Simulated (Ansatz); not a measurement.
Ge: from a starting cell to a relaxed one

The start is a relaxed Ge cell displaced along its unstable phonon at q = Γ (73i cm⁻¹), largest move 0.15 Å. A full variable-cell relaxation at zero pressure is run with PBE (plane waves to 420 eV, PAW, scalar-relativistic; Ansatz, an electronic-structure program). The first steps use a coarse 8×8×11 k-mesh.

Input geometry:
```
CELL_PARAMETERS angstrom
      4.87497     0.00000     0.00000
     -2.43749     4.22185     0.00000
      0.00000     0.00000     2.81879
ATOMIC_POSITIONS crystal
  Ge 0.00000 0.00000 0.94679
  Ge 0.33333 0.66667 0.52661
  Ge 0.66667 0.33333 0.52661
```

Task: What is the largest force in the starting geometry, and on which atom (counted from 1)?

Result: 0.17 eV/Å, on Ge1 (atoms numbered as listed).

Task: How much energy is released per atom?

Result: 0.08 eV/atom.

Task: Is the parent structure recovered?

Result: It does not go back: it reaches P6/mmm (No. 191), AFLOW prototype A_hP1_191_a (A_f, as in Sn), 0.08 eV/atom below the parent.

Task: How do the shortest distances between atoms change?

Result: The closest pairs of elements (up to four, under 3.6 Å), start → end: Ge–Ge 2.81 → 2.68 Å.

Task: What band gap does the relaxed structure have at this level?

Result: No gap (metallic).

Final values are on a 18×18×17 k-mesh of the relaxed cell. No spin polarisation in the result.

The run could not lose the symmetry of its start: the end is stationary, and may be a saddle point rather than a minimum.

The relaxed structure here is a generated cell of Ge: the first start was made by placing the elements on the sites of a structure type, and the end was not matched to a known phase here, so it may be hypothetical. Known forms of Ge include space group No. 227.
